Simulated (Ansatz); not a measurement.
**Profile along the Se–Mg line in MgSe (rock salt)**

MgSe (rock salt), conventional cell a = b = c = 5.4722 Å, α = β = γ = 90.00°. The calculation uses the primitive cell of 2 atoms, to which meshes and values per cell refer.

Fields along a shortest Se–Mg line of a {110} plane (2.74 Å), from Se to Mg, interpolated on the slice's grid (step about 0.3 Å). These are r2SCAN (plane waves to 500 eV, PAW, scalar-relativistic; Ansatz, a program for electronic structure) values and carry that method's errors. k mesh 10×10×10. Near the nuclei the fields are pseudised (PAW); where an atom keeps semicore shells as valence, they peak there. MgSe was relaxed with its symmetry unable to fall.

```json
[
 {"distance from Se (Å)": "0.00", "valence electron density (e/Å³)": "45.40", "electron localisation function": "x", "density of the highest valence band (e/Å³)": "0.001", "density of the lowest conduction band (e/Å³)": "0.075"},
 {"distance from Se (Å)": "0.14", "valence electron density (e/Å³)": "38.06", "electron localisation function": "x", "density of the highest valence band (e/Å³)": "0.033", "density of the lowest conduction band (e/Å³)": "0.082"},
 {"distance from Se (Å)": "0.27", "valence electron density (e/Å³)": "22.96", "electron localisation function": "x", "density of the highest valence band (e/Å³)": "0.105", "density of the lowest conduction band (e/Å³)": "0.095"},
 {"distance from Se (Å)": "0.41", "valence electron density (e/Å³)": "10.59", "electron localisation function": "x", "density of the highest valence band (e/Å³)": "0.180", "density of the lowest conduction band (e/Å³)": "0.104"},
 {"distance from Se (Å)": "0.55", "valence electron density (e/Å³)": "4.35", "electron localisation function": "0.64", "density of the highest valence band (e/Å³)": "0.231", "density of the lowest conduction band (e/Å³)": "0.102"},
 {"distance from Se (Å)": "0.69", "valence electron density (e/Å³)": "1.88", "electron localisation function": "0.76", "density of the highest valence band (e/Å³)": "0.236", "density of the lowest conduction band (e/Å³)": "0.090"},
 {"distance from Se (Å)": "0.82", "valence electron density (e/Å³)": "0.98", "electron localisation function": "0.81", "density of the highest valence band (e/Å³)": "0.212", "density of the lowest conduction band (e/Å³)": "0.074"},
 {"distance from Se (Å)": "0.96", "valence electron density (e/Å³)": "0.65", "electron localisation function": "0.82", "density of the highest valence band (e/Å³)": "0.173", "density of the lowest conduction band (e/Å³)": "0.063"},
 {"distance from Se (Å)": "1.10", "valence electron density (e/Å³)": "0.48", "electron localisation function": "0.83", "density of the highest valence band (e/Å³)": "0.133", "density of the lowest conduction band (e/Å³)": "0.058"},
 {"distance from Se (Å)": "1.23", "valence electron density (e/Å³)": "0.35", "electron localisation function": "0.83", "density of the highest valence band (e/Å³)": "0.100", "density of the lowest conduction band (e/Å³)": "0.060"},
 {"distance from Se (Å)": "1.37", "valence electron density (e/Å³)": "0.25", "electron localisation function": "0.77", "density of the highest valence band (e/Å³)": "0.074", "density of the lowest conduction band (e/Å³)": "0.066"},
 {"distance from Se (Å)": "1.51", "valence electron density (e/Å³)": "0.19", "electron localisation function": "0.50", "density of the highest valence band (e/Å³)": "0.055", "density of the lowest conduction band (e/Å³)": "0.075"},
 {"distance from Se (Å)": "1.64", "valence electron density (e/Å³)": "0.15", "electron localisation function": "0.18", "density of the highest valence band (e/Å³)": "0.040", "density of the lowest conduction band (e/Å³)": "0.082"},
 {"distance from Se (Å)": "1.78", "valence electron density (e/Å³)": "0.14", "electron localisation function": "0.04", "density of the highest valence band (e/Å³)": "0.029", "density of the lowest conduction band (e/Å³)": "0.082"},
 {"distance from Se (Å)": "1.92", "valence electron density (e/Å³)": "0.21", "electron localisation function": "0.06", "density of the highest valence band (e/Å³)": "0.020", "density of the lowest conduction band (e/Å³)": "0.074"},
 {"distance from Se (Å)": "2.06", "valence electron density (e/Å³)": "0.69", "electron localisation function": "0.25", "density of the highest valence band (e/Å³)": "0.012", "density of the lowest conduction band (e/Å³)": "0.056"},
 {"distance from Se (Å)": "2.19", "valence electron density (e/Å³)": "2.89", "electron localisation function": "0.42", "density of the highest valence band (e/Å³)": "0.007", "density of the lowest conduction band (e/Å³)": "0.035"},
 {"distance from Se (Å)": "2.33", "valence electron density (e/Å³)": "8.74", "electron localisation function": "x", "density of the highest valence band (e/Å³)": "0.003", "density of the lowest conduction band (e/Å³)": "0.020"},
 {"distance from Se (Å)": "2.47", "valence electron density (e/Å³)": "18.17", "electron localisation function": "x", "density of the highest valence band (e/Å³)": "0.001", "density of the lowest conduction band (e/Å³)": "0.009"},
 {"distance from Se (Å)": "2.60", "valence electron density (e/Å³)": "27.57", "electron localisation function": "x", "density of the highest valence band (e/Å³)": "0.000", "density of the lowest conduction band (e/Å³)": "0.005"},
 {"distance from Se (Å)": "2.74", "valence electron density (e/Å³)": "31.51", "electron localisation function": "x", "density of the highest valence band (e/Å³)": "0.000", "density of the lowest conduction band (e/Å³)": "0.004"}
]
```

x: too close to a nucleus for the ELF to mean much. Band densities are of whole bands, smooth part only.

Density on the Se–Mg line (2.74 Å) at its density minimum, 1.8 Å from Se: 0.14 e/Å³. ELF at that point: 0.0. ELF maximum in the middle third of the Se–Mg line: 0.83, 1.2 Å from Se.
